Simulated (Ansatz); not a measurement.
Starting cell, Au (fcc, Cu type):

```xyz
4
Lattice="4.1573 0.0000 0.0000 0.0000 4.1573 0.0000 0.0000 0.0000 4.1573" Properties=species:S:1:pos:R:3 pbc="T T T"
Au     0.0000     0.0000     0.0000
Au     2.0786     2.0786     0.0000
Au     2.0786     0.0000     2.0786
Au     0.0000     2.0786     2.0786
```

Scan: atom 3 (Au, nearest neighbour Au at 2.940 Å; its periodic images, 4.2 Å or more away, move with it) is displaced along Cartesian z, direction (0.000, 0.000, 1.000) in Cartesian axes, by s. The other atoms stay.

Method: PBE (plane waves to 420 eV, PAW, scalar-relativistic; Ansatz, a first-principles code). k mesh 9×9×9 (Γ-centred), Fermi-Dirac smearing 0.05 eV. The energy includes the smearing's −TS. With partly filled bands, energies and forces of such displacements shift with the k mesh and the smearing. Au was relaxed with its symmetry unable to fall. Spin-orbit coupling is left out, though Au is heavy. The PAW data are Ansatz's earlier set. ΔE is measured from the undisplaced structure.

The scan covers s from -0.290 to 0.290 Å in 11 points.

**Question.** Is the energy the same for equal positive and negative displacements?

**Answer.** Even: the same for both signs. With its periodic images moving along, the atom's site symmetry in this cell is m-3m.

**Question.** What is the force constant k = d²E/ds² of this move at s = 0?

**Answer.** 5.35 eV/Å².

(A displaced cell: forces are minus the slopes of the energy, force constants its curvatures, and phonons follow from these.)
